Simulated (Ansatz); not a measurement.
ZnGaNO in space group Pna2_1 (No. 33; Zn on 4a, Ga on 4a, O on 4a, N on 4a), r²SCAN in the plane-wave PAW code Ansatz. The conduction-band minimum lies at Γ, with 1 equivalent valley. Second derivatives d²E/dk² of the lowest band at one valley (eV·Å²), along Cartesian directions:

```json
[
 {"direction": "[100]", "d²E/dk²": "39.25"},
 {"direction": "[010]", "d²E/dk²": "42.26"},
 {"direction": "[001]", "d²E/dk²": "45.49"},
 {"direction": "[110]", "d²E/dk²": "40.76"},
 {"direction": "[101]", "d²E/dk²": "42.37"},
 {"direction": "[011]", "d²E/dk²": "43.88"}
]
```

**Question.** Find the principal effective masses, the density-of-states mass and the conductivity mass.

**Answer.** Off-diagonal terms follow from H_xy = H[110] − (H_xx + H_yy)/2, and m*/mₑ = 7.620 eV·Å² over each eigenvalue: 0.17, 0.18, 0.19. One valley's DOS mass (m₁m₂m₃)^(1/3) = 0.18, conductivity mass 3/(Σ 1/mᵢ) = 0.18 mₑ.

**Question.** What effective density of states Nc follows at 300 K for parabolic valleys?

**Answer.** Nc = 2.509e19 × 1 × (0.18)^(3/2) ≈ 1.9e18 cm⁻³.

The start of the workflow was typed in or built on a structure type; neither database checked (COD, Materials Project) lists it. Its standing as an ambient phase is unchecked. The cell was relaxed with r²SCAN under the symmetry of its start; whether a distortion lowers the energy is not shown. Scalar-relativistic: spin–orbit coupling is off unless named, which matters more the heavier the elements.

Potentials: the earlier of the program's two PAW sets.

Edges and masses are those of Kohn–Sham bands, whose gap is no quasiparticle gap.
